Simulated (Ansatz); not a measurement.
Data:

PbSe:
```cif
data_PbSe
_chemical_formula_sum 'Pb1 Se1'
_space_group_name_H-M_alt 'P 1'
_space_group_IT_number 1
_cell_length_a 4.33648
_cell_length_b 4.33639
_cell_length_c 4.33768
_cell_angle_alpha 59.992
_cell_angle_beta 59.993
_cell_angle_gamma 60.025
loop_
_space_group_symop_operation_xyz
  'x, y, z'
loop_
_atom_site_label
_atom_site_type_symbol
_atom_site_fract_x
_atom_site_fract_y
_atom_site_fract_z
_atom_site_occupancy
Pb1 Pb 0.00882 0.49008 0.99308 1
Se1 Se 0.50923 0.98989 0.49283 1
```

This is the PBE+D3(BJ)-relaxed structure.

Question: All from plane-wave PAW PBE+D3(BJ) (Ansatz code), unless another level is named. Predict the formation energy from the elements (no fitted shifts).

Answer: -559 meV/atom.

Question: What about the hole effective mass with spin–orbit coupling?

Answer: 0.15, 0.18, 0.18 mₑ (principal values).

Question: Give the HSE06 gap on the PBE+D3(BJ) cell.

Answer: 0.71 eV.

Question: And the electron effective mass?

Answer: 0.11, 0.12, 0.12 mₑ (principal values).

Question: Give the weight of the valence-edge state by species (Voronoi cells).

Answer: Se 69 %, Pb 31 %.

Question: And the Z2 indices of the occupied bands with spin–orbit coupling?

Answer: 0;(000).

Space group Fm-3m (rock salt). The cell was relaxed with PBE+D3(BJ) under the symmetry of its start; of distortions, only those at the zone centre were tested. The references are the lowest solids computed at this level, not always the standard phases. Spin–orbit coupling is left out wherever it is not named.

Potentials: the later of the program's two PAW sets.
